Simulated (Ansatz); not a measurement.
NbN (space group P6_3/mmc)

```
NbN
1.0
    2.96337     0.00000     0.00000
   -1.48169     2.56635     0.00000
    0.00000     0.00000    11.15511
Nb N
4 4
Direct
  0.66667   0.33333   0.87820
  0.33333   0.66667   0.12180
  0.33333   0.66667   0.37820
  0.66667   0.33333   0.62180
  0.00000   0.00000   0.00000
  0.00000   0.00000   0.50000
  0.66667   0.33333   0.25000
  0.33333   0.66667   0.75000
```

The slice is a (0001) plane (indices of the conventional cell) through the point (0.000, 0.000, 0.000) (fractional), spanned by u = [110] and v = [1 -1 0] in vectors of this cell: u (2.96 Å) and v (5.13 Å, at 90° to u). It covers one period; positions are fractions (u, v).

These are PBEsol (plane waves to 420 eV, PAW, scalar-relativistic; Ansatz, a first-principles code) values and carry that method's errors. k mesh 18×18×5. These are valence fields of a PAW run, semicore shells included where kept as valence: close to a nucleus they are smooth pseudo fields. NbN is run without spin polarisation. NbN was relaxed with its symmetry unable to fall.

Sketch the electron localisation function (ELF) on this plane as a map.


```
v \ u  0.00  0.08  0.17  0.25  0.33  0.42  0.50  0.58  0.67  0.75  0.83  0.92
-----  ----  ----  ----  ----  ----  ----  ----  ----  ----  ----  ----  ----
0.90   0.76  0.79  0.80  0.66  0.36  0.16  0.12  0.16  0.36  0.66  0.80  0.79
0.80   0.49  0.45  0.34  0.22  0.14  0.12  0.11  0.12  0.14  0.22  0.34  0.45
0.70   0.11  0.12  0.14  0.22  0.34  0.45  0.49  0.45  0.34  0.22  0.14  0.12
0.60   0.12  0.16  0.36  0.66  0.80  0.79  0.76  0.79  0.80  0.66  0.36  0.16
0.50   0.16  0.25  0.55  0.79  0.74     x     x     x  0.74  0.79  0.55  0.25
0.40   0.12  0.16  0.36  0.66  0.80  0.79  0.76  0.79  0.80  0.66  0.36  0.16
0.30   0.11  0.12  0.14  0.22  0.34  0.45  0.49  0.45  0.34  0.22  0.14  0.12
0.20   0.49  0.45  0.34  0.22  0.14  0.12  0.11  0.12  0.14  0.22  0.34  0.45
0.10   0.76  0.79  0.80  0.66  0.36  0.16  0.12  0.16  0.36  0.66  0.80  0.79
0.00      x     x  0.74  0.79  0.55  0.25  0.16  0.25  0.55  0.79  0.74     x
```

Values: electron localisation function (ELF). Points within 0.4 Å of a nucleus are blanked (x), as the pseudised field means little there.
